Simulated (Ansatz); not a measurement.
Given:

HgI:
```cif
data_Hg4I4
_chemical_formula_sum 'Hg4 I4'
_space_group_name_H-M_alt 'I4/mmm'
_space_group_IT_number 139
_space_group_name_Hall '-I 4 2'
_cell_length_a 4.69740
_cell_length_b 4.69740
_cell_length_c 11.57261
_cell_angle_alpha 90.000
_cell_angle_beta 90.000
_cell_angle_gamma 90.000
loop_
_atom_site_label
_atom_site_type_symbol
_atom_site_symmetry_multiplicity
_atom_site_Wyckoff_symbol
_atom_site_fract_x
_atom_site_fract_y
_atom_site_fract_z
_atom_site_occupancy
Hg1 Hg 4 e 0.00000 0.00000 0.11229 1
I1 I 4 e 0.00000 0.00000 0.35020 1
```
(The calculation used a cell of 4 atoms; values per cell refer to that cell.)

This is the LDA-relaxed structure.

Problem. All from plane-wave PAW LDA (Ansatz code), unless another level is named. Predict the HSE06 gap on the LDA cell.

Solution. 1.75 eV.

Problem. Predict the electron effective mass.

Solution. 0.062, 0.53, 0.53 mₑ (principal values).

Problem. And the gap with spin–orbit coupling?

Solution. 0.86 eV.

Problem. Predict the hole effective mass.

Solution. 0.21, 0.30, 3.1 mₑ (principal values).

Problem. Give the smallest direct gap on the standard path.

Solution. 1.67 eV.

The workflow started from a Materials Project entry (that database holds measured and hypothetical structures alike); the Crystallography Open Database files this formula in space group No. 139, but the cells were not matched. Its standing as an ambient phase is unchecked. The LDA relaxation kept the symmetry of its start; its stability against distortions is not shown here. A crystal of weakly bound molecules computed without a dispersion correction: the cell and the soft elastic constants depend strongly on that. Scalar-relativistic: spin–orbit coupling is off unless named, which matters more the heavier the elements.

Potentials: the later of the program's two PAW sets.
